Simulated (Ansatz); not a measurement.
Ti₅Si: how the occupation rule moves the results

These are results of DFT PBEsol, scalar-relativistic, plane waves, PAW (Ansatz 0.2.0), not measurements.

```xyz
6
Lattice="2.5228 1.4566 4.4409 -2.5228 1.4566 4.4409 0.0000 -2.9131 4.4409" Properties=species:S:1:pos:R:3 pbc="T T T"
Ti    0.0000    0.0000    2.0176
Ti    0.5316    1.4566    4.4409
Ti   -1.5272   -0.2679    4.4409
Ti    0.0000    0.0000   11.3051
Ti    0.9956   -1.1886    4.4409
Si    0.0000    0.0000    6.6614
```

- plane-wave cutoff: 420 eV
- Γ-centred k-mesh: 12×12×12
- spin treatment: unpolarised

The atoms stay fixed while the occupation rule is varied. ΔE is the energy extrapolated to zero smearing, less that of the reference run (12×12×12 Γ-centred mesh, Gaussian smearing 0.1 eV). The cell isn't necessarily relaxed at this level. Pressure is positive in compression.

| rule, width (eV) | ΔE (meV/atom) | ΔF, free energy (meV/atom) | P (GPa) | largest change of a force component (eV/Å) |
| --- | --- | --- | --- | --- |
| Gaussian 0.1 | 0.00 | 0.00 | -4.41 | 0.000 |
| Gaussian 0.01 | -0.14 | 1.99 | -4.43 | 0.008 |
| Gaussian 0.3 | 0.90 | -19.0 | -4.27 | 0.078 |
| Fermi–Dirac 0.01 | -0.15 | 1.89 | -4.43 | 0.008 |
| Fermi–Dirac 0.3 | ? | ? | ? | ? |
| Methfessel–Paxton 0.01 | ? | ? | ? | ? |
| Methfessel–Paxton 0.05 | -0.15 | 2.02 | -4.43 | 0.009 |
| Methfessel–Paxton 0.1 | -0.09 | 2.16 | -4.43 | 0.011 |
| Methfessel–Paxton 0.2 | 0.21 | 2.64 | -4.42 | 0.009 |
| Methfessel–Paxton 0.5 | ? | ? | ? | ? |
| cold 0.01 | ? | ? | ? | ? |
| cold 0.3 | 0.39 | 4.81 | -4.41 | 0.004 |
| tetrahedron | -0.06 | 2.09 | -4.43 | 0.012 |

(1) Fill in the withheld rows.

Results:

(1) The withheld rows:

```tsv
rule, width (eV)	ΔE (meV/atom)	ΔF, free energy (meV/atom)	P (GPa)	largest change of a force component (eV/Å)
Fermi–Dirac 0.3	9.73	-152	-2.98	0.244
Methfessel–Paxton 0.01	-0.14	2.01	-4.43	0.008
Methfessel–Paxton 0.5	0.97	5.12	-4.52	0.062
cold 0.01	-0.15	2.01	-4.43	0.009
```

1 further run of this set didn't finish or converge.